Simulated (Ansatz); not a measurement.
## In2Sb: pressure against volume

In2Sb, P6_3/mmc, a = 5.333 Å, c = 6.393 Å. The structure is a Materials Project entry; whether it is the stable form wasn't checked. Ansatz: PBEsol, PAW, 420 eV, Γ-centred 12×12×6 mesh on 6 atoms, Gaussian smearing 0.10 eV; no spin polarisation. Shape and atoms are relaxed at each volume; pressure is positive in compression.

| V (Å³/atom) | P (GPa) |
| --- | --- |
| 23.097 | ? |
| 23.884 | 5.79 |
| 24.672 | 3.46 |
| 25.459 | 1.55 |
| 26.246 | -0.02 |
| 27.034 | -1.34 |
| 27.821 | -2.44 |
| 28.871 | -3.62 |

**Question.** Take V0 = 26.246 Å³/atom, count pressures from its P0 = -0.02 GPa, fit the third-order Birch–Murnaghan form to the other rows, and predict the missing pressure.

**Answer.** With the Eulerian strain f = ½[(V0/V)^(2/3) − 1] and y = (P − P0)/[3f(1 + 2f)^(5/2)], the form is the line y = B0 + 1.5 B0 (B0′ − 4) f. Rows (f, y): 0.03244, 51.0; 0.02105, 49.7; 0.01025, 48.5; -0.00976, 47.4; -0.01905, 46.7; -0.03079, 45.7. Means f = 0.0006900, y = 48.167; Σ(Δf)² = 0.003004, ΣΔfΔy = 0.2390; the slope is their ratio. y = 48.11 + 79.56 f GPa, so B0 = 48.1 GPa and B0′ = 4 + 2 × (79.56)/(3 × 48.11) = 5.10. At V = 23.097, f = 0.04447, y = 51.65 and P = 8.51 GPa. The run gave 8.60 GPa, so the fit is 0.09 GPa too low, a small miss on the scale of the series.